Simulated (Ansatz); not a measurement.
CdIn₂O₄ (spinel, Fd-3m), plane-wave PAW PBE (Ansatz code), all energies at zero smearing, with the estimated change up to a 700 eV cutoff added, with one set of potentials and settings (totals compare only within such a set). Cell of 14 atoms (2 Cd, 4 In, 8 O): -43440.173 eV.

| element | reference phase | E (eV/atom) |
|---|---|---|
| Cd | P6_3/mmc, 2 atoms in the cell | -8254.4547 |
| In | I4/mmm, 1 atoms in the cell | -5597.8481 |
| O | C2/m, 4 atoms in the cell, spin-polarised | -565.0000 |

Formation energy per atom, worked out: (-43440.173 − 2×(-8254.4547) − 4×(-5597.8481) − 8×(-565.0000))/14 = -1.419 eV/atom (-137 kJ per mol of atoms), at 0 K, without zero-point energy or fitted corrections.

The cell was relaxed with PBE under the symmetry of its start. The references are the lowest solids computed at this level, not always the standard phases (solids in place of the gases).

Potentials: the later of the program's two PAW sets.
